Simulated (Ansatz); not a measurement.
MgSe:
```xyz
2
Lattice="0.0000 2.9686 2.9686 2.9686 0.0000 2.9686 2.9686 2.9686 0.0000" Properties=species:S:1:pos:R:3 pbc="T T T"
Se     4.4528     4.4528     4.4528
Mg     0.0000     0.0000     0.0000
```

Relaxed with PBEsol. DFT-PBEsol in the program Ansatz with PAW potentials gives a gap of 2.52 eV.

Question: What gap does HSE06 give on the same cell (Ansatz, PAW)?

Answer: 3.64 eV, 1.12 eV more. The hybrid was solved on a coarser mesh and at special points; its gap is the smallest among all of these.

```json
[
 {"k": "Γ", "v1 PBEsol": "0.00", "c1 PBEsol": "2.52", "v1 HSE06": "0.00", "c1 HSE06": "3.64"},
 {"k": "X", "v1 PBEsol": "-1.12", "c1 PBEsol": "3.29", "v1 HSE06": "…", "c1 HSE06": "…"},
 {"k": "L", "v1 PBEsol": "-0.37", "c1 PBEsol": "4.15", "v1 HSE06": "…", "c1 HSE06": "…"},
 {"k": "W", "v1 PBEsol": "-1.43", "c1 PBEsol": "5.08", "v1 HSE06": "…", "c1 HSE06": "…"},
 {"k": "K", "v1 PBEsol": "-0.89", "c1 PBEsol": "4.19", "v1 HSE06": "…", "c1 HSE06": "…"}
]
```

Question: Top valence (v1) and lowest conduction level (c1) in eV from each method's valence maximum (which need not be a listed point): supply the withheld HSE06 values.

Answer: 
- W, v1 HSE06: -1.50
- W, c1 HSE06: 6.14
- K, v1 HSE06: -0.96
- K, c1 HSE06: 5.23
- X, v1 HSE06: -1.21
- X, c1 HSE06: 4.30
- L, v1 HSE06: -0.40
- L, c1 HSE06: 5.26

Cost on shared cores: the PBEsol run (SCF on a 8×8×8 mesh, then bands and DOS) very roughly 18 core-seconds, the HSE06 run (SCF on 6×6×6, then a few points) about 2.1 core-minutes (a rough figure); the tasks are unlike.

Space group F-43m (zinc blende). The cell is a constructed one: a structure type filled with these elements; the Crystallography Open Database copy checked does not list it. COD files the formula under space group No. 225, so this cell is another polymorph or a model. Its standing as an ambient phase is unchecked. The cell was relaxed with PBEsol under the symmetry of its start; its stability against distortions is not shown here. Scalar-relativistic: spin–orbit coupling is off unless named, which matters more the heavier the elements.

Potentials: the later of the program's two PAW sets.
